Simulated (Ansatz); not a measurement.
## Exchange couplings of EuIn (P4/mmm)

```
CELL_PARAMETERS angstrom
0.00000 3.79456 4.30074
3.79456 0.00000 0.00000
0.00000 3.79456 -4.30074
ATOMIC_POSITIONS crystal
Eu 0.00000 0.00000 0.00000
Eu 0.50000 0.00000 0.50000
In 0.50000 0.50000 0.00000
In 0.00000 0.50000 0.50000
```

The geometry is a structure from the Materials Project, repeated to hold the magnetic orders, held fixed and not relaxed.

Settings: LDA, 5×7×5 k mesh, Fermi–Dirac smearing of 0.025 eV. PAW means Ansatz 0.2.0 on its default frozen-core files. Site moments are integrated in spheres about the atoms. Start moments (μB): Eu1 6.8, Eu2 -6.8.

Site moments (μB): Eu1 6.83, Eu2 -6.83, In3 0.00, In4 0.00. Cell moment 0.00 μB.

Couplings come from the force theorem (directions of the magnetic atoms constrained, all else relaxed) on a 5×7×5 mesh, with E = −Σ J e_i·e_j over ordered pairs of unit vectors, so positive J favours parallel moments.

| pair | count | J PAW (meV) |
| --- | --- | --- |
| Eu1–Eu at 3.79 Å, set 1 | 2 | +0.72 |
| Eu1–Eu at 3.79 Å, set 2 | 2 | +0.40 |
| Eu1–Eu at 4.30 Å | 2 | -0.60 |
| Eu1–Eu at 5.37 Å | 4 | -0.81 |
| Eu1–Eu at 5.74 Å, set 1 | 4 | -0.11 |
| Eu1–Eu at 5.74 Å, set 2 | 4 | -0.21 |
| Eu1–Eu at 6.88 Å | 8 | +0.49 |
| Eu1–Eu at 7.59 Å, set 1 | 2 | -0.05 |
| Eu1–Eu at 7.59 Å, set 2 | 2 | +0.01 |
| Eu1–Eu at 8.48 Å, set 1 | 4 | -0.01 |
| Eu1–Eu at 8.48 Å, set 2 | 4 | -0.02 |
| Eu1–Eu at 8.60 Å | 2 | -0.71 |
| Eu1–Eu at 8.72 Å, set 1 | 4 | 0.00 |
| Eu1–Eu at 8.72 Å, set 2 | 4 | +0.10 |
| Eu1–Eu at 9.40 Å, set 1 | 4 | -0.05 |
| Eu1–Eu at 9.40 Å, set 2 | 4 | -0.13 |

Pairs at one distance with different couplings are listed as sets.

The program reports that this state isn't the lowest of its own couplings. The gain of the softest rotation is smaller than what its band sum leaves out of a whole turn, though, so more bands could change its sign.

The couplings come from one mesh, and their convergence in k wasn't tested.

They shouldn't be read as transferable Heisenberg parameters: far shells are as large as near ones, which points to an unconverged mesh.

The PAW files were made with PBE; the program remakes their cores once for the run's functional and then keeps them frozen. Without U a semilocal functional puts the f levels too near the Fermi level, which can change moments and the order of magnetic states; site and cell moments are spin moments. The Ansatz runs typed with the search for lower states off end where their start leads. Spin–orbit coupling is left out although heavy atoms are present. With open f shells a run can end in a state that isn't the lowest. The magnetic state is the one that this cell and start allow. It needn't be the compound's measured order, which may need a larger cell or be absent.
